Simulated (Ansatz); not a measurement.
Polymorphs of Re, each relaxed with the program Ansatz at the LDA level (PAW):

A: fcc (Cu type) (Fm-3m)
a = b = c = 3.861 Å, α = β = γ = 90.00°

```tsv
atom	site	symmetry	x	y	z
Re	4a	m-3m	0.0000	0.0000	0.0000
```

B: 9R (Sm type) (R-3m)
a = b = 2.7395 Å, c = 19.8580 Å, α = β = 90.00°, γ = 120.00°

```csv
atom,site,symmetry,x,y,z
Re,3a,-3m,0.0000,0.0000,0.0000
Re,6c,3m,0.0000,0.0000,0.2222
```

### Question
Put the candidates in order of energy per atom at 0 K, lowest first, for LDA.

### Answer
B (+0 meV/atom), A (+61 meV/atom)

Not the usual ambient phase: A; B. All cells were relaxed under the symmetry of their starts (and spin orders); stability against distortions was not tested throughout. Rows with no word on spin ran without spin polarisation. Spin–orbit coupling is left out wherever it is not named.

Energies hold the estimated change up to a 700 eV cutoff; steps of a few meV lie near the error of the meshes.

Potentials: the later of the program's two PAW sets.
